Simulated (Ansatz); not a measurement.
ZrH, DFT, PBEsol, PAW with Ansatz's default frozen-core files, scalar-relativistic (Ansatz 0.2.0), run on 1 thread of Intel(R) Xeon(R) Platinum 8259CL CPU @ 2.50GHz (Skylake/Cascade Lake) on a shared host.

The cell comes from COD entry 1540981, which wasn't checked; take it as a given geometry. The listed cell was then made from it by scaling, straining or moving an atom.

Command: `ansatz run input.yaml --threads 1 --pin off --max-ram 4096MiB --backend cpu --events-out ev --progress --plain --runs-dir out`

```yaml
crystal:
  lattice:
    - [3.22102734, 0.0, 0.0]
    - [0.0, 3.22102734, 0.0]
    - [0.0, 0.0, 4.9147909457]
  atoms:
    - { symbol: Zr, position: [0.0, 0.5, 0.0] }
    - { symbol: Zr, position: [0.5, 0.0, 0.5] }
    - { symbol: H, position: [0.0, 0.0, 0.75] }
    - { symbol: H, position: [0.0, 0.0, 0.25] }
kpoints:
  mp_grid: { grid: [9, 9, 6] }
scf:
  occupations: { method: fermi_dirac, width: 0.02 }
hamiltonian:
  xc: pbesol
  pseudopotentials: { kind: paw }
output:
  forces: true
  stress: true
  eigenvalues: true
  efg: { contact_densities: true }
```

Q: How large is the problem that the program sets up?

A: 60 irreducible k-points, 1009 plane waves at Γ, 17 bands.

Q: About how long does it take, and how much memory does it use?

A: 5.3 s of wall time for 6 SCF iterations, with a peak of 0.43 GiB. Times on shared machines scatter by tens of per cent.

Q: And the same cell and mesh by all-electron PAW (datasets made for this crystal), asked for forces, stress, eigenvalues, efg, on the same hardware?

A: 17 s, peak memory 0.53 GiB.
